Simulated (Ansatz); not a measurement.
MnCo (CsCl type, space group No. 221), the program Ansatz at the PBE level (PAW), all energies at zero smearing, with the estimated change up to a 700 eV cutoff added, with one set of potentials and settings (totals compare only within such a set). Cell of 2 atoms (1 Mn, 1 Co): -9025.028 eV.

```
element                                reference phase  E (eV/atom)
-------  ---------------------------------------------  -----------
Mn         I-43m, 29 atoms in the cell, spin-polarised   -3898.8617
Co       P6_3/mmc, 2 atoms in the cell, spin-polarised   -5126.1559
```

Formation energy per atom, worked out: (-9025.028 − 1×(-3898.8617) − 1×(-5126.1559))/2 = -0.005 eV/atom (0 kJ per mol of atoms), at 0 K, without zero-point energy or fitted corrections.

Space group Pm-3m (CsCl type). The workflow started from a Materials Project entry (that database holds measured and hypothetical structures alike); the Crystallography Open Database copy checked does not list it. With Mn and Co taken as one species the cell has the higher symmetry Im-3m, so it may be an ordered model of a mixed-site phase. Whether it is the stable phase at ambient conditions was not checked. Symmetry was held in the PBE relaxation; whether a distortion lowers the energy is not shown. The final state is ferromagnetic, chosen from 5 collinear starts compared on coarse meshes (ties went to the first, and starts can fall back to one state), not a proven ground state. The references are the lowest solids computed at this level, not always the standard phases.

Potentials: the later of the program's two PAW sets.
